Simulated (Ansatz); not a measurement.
Here is the system:

NiTe2:
```
CELL_PARAMETERS angstrom
      3.84703     0.00000     0.00000
     -1.92351     3.33163     0.00000
      0.00000     0.00000     5.32154
ATOMIC_POSITIONS crystal
  Ni 0.00000 0.00000 0.00000
  Te 0.33333 0.66667 0.24481
  Te 0.66667 0.33333 0.75519
```

This is the r²SCAN+D4-relaxed structure.

Problem. All from DFT-r²SCAN+D4 in the program Ansatz with PAW potentials, unless another level is named. Estimate the electronic character.

Solution. metallic (no gap).

Problem. What about the formation energy from the elements (no fitted shifts)?

Solution. -243 meV/atom.

Problem. And the density of states at the Fermi level?

Solution. 0.49 states/eV per atom (mean over ±0.08 eV).

Space group P-3m1 (CdI2 type). The workflow started from an entry of the Crystallography Open Database (COD). Whether it is the stable phase at ambient conditions was not checked. The cell was relaxed with r²SCAN+D4 under the symmetry of its start; its stability against distortions is not shown here. The workflow began spin-polarised and lost its moments. The cell computed holds one magnetic atom, so no antiferromagnetic order was within reach. The references are the lowest solids computed at this level, not always the standard phases. Spin–orbit coupling is left out wherever it is not named.

Potentials: the later of the program's two PAW sets.
